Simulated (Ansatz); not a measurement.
A scan (energy over volume and axial ratio; atoms clamped) gave these values. These are PBE (plane waves to 420 eV, PAW, scalar-relativistic; Ansatz, a program for electronic structure) values and carry that method's errors.

| Quantity | Value |
|---|---|
| Shear modulus C′ = (C11 − C12)/2 (fit, atoms clamped) | 10.1 GPa |

### Question
Of these crystals, all scanned alike, which one is it?
A) BN (zinc blende)
B) KI (rock salt)
C) BeSe (zinc blende)

### Answer
B, KI (rock salt). The others have, for the shear modulus C′ = (C11 − C12)/2: BeSe 39 GPa, BN 305 GPa

All were relaxed with their symmetry unable to fall. Spin-orbit coupling is left out. The relaxed volume of KI is well above the measured one; the method has no dispersion term.

(A scan under strain: stresses follow from slopes of the energy per volume, elastic moduli from its curvatures.)
